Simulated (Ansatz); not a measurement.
# AlB₂W₂: computed property card

AlB2W2:
```cif
data_Al2B4W4
_chemical_formula_sum 'Al2 W4 B4'
_space_group_name_H-M_alt 'Cmmm'
_space_group_IT_number 65
_space_group_name_Hall '-C 2 2'
_cell_length_a 3.08960
_cell_length_b 11.59162
_cell_length_c 3.13958
_cell_angle_alpha 90.000
_cell_angle_beta 90.000
_cell_angle_gamma 90.000
loop_
_space_group_symop_operation_xyz
  'x, y, z'
  '-x, -y, -z'
  '-x, -y, z'
  'x, y, -z'
  'x, -y, -z'
  '-x, y, z'
  '-x, y, -z'
  'x, -y, z'
  'x+1/2, y+1/2, z'
  '-x+1/2, -y+1/2, -z'
  '-x+1/2, -y+1/2, z'
  'x+1/2, y+1/2, -z'
  'x+1/2, -y+1/2, -z'
  '-x+1/2, y+1/2, z'
  '-x+1/2, y+1/2, -z'
  'x+1/2, -y+1/2, z'
loop_
_atom_site_label
_atom_site_type_symbol
_atom_site_symmetry_multiplicity
_atom_site_Wyckoff_symbol
_atom_site_fract_x
_atom_site_fract_y
_atom_site_fract_z
_atom_site_occupancy
Al1 Al 2 a 0.00000 0.00000 0.00000 1
W1 W 4 j 0.50000 0.14352 0.50000 1
B1 B 4 i 0.00000 0.20581 0.00000 1
```
(The calculation used a cell of 5 atoms; values per cell refer to that cell.)

Space group Cmmm (No. 65); conventional cell a = 3.090 Å, b = 11.592 Å, c = 3.140 Å, α = β = γ = 90.00°.

Method: DFT-PBE in the program Ansatz with PAW potentials. Structure relaxed to zero pressure with the same functional. Other levels are named where they apply.

Cell and energy:

```json
{
  "volume_per_atom": "11.24 Å³",
  "density": "12.30 g/cm³",
  "Formation energy from the elements (no fitted shifts)": "-0.28 eV/atom"
}
```

Electronic structure:

```json
{
  "electronic_character": "metallic (no gap)",
  "Density of states at the Fermi level": "0.35 states/eV per atom (mean over ±0.08 eV)"
}
```

The start of the workflow was typed in or built on a structure type; neither database checked (COD, Materials Project) lists it. Whether it is the stable phase at ambient conditions was not checked. The PBE relaxation kept the symmetry of its start; its stability against distortions is not shown here. The run is not spin-polarised. The references are the lowest solids computed at this level, not always the standard phases. Scalar-relativistic: spin–orbit coupling is off unless named, which matters more the heavier the elements.

Potentials: the later of the program's two PAW sets.
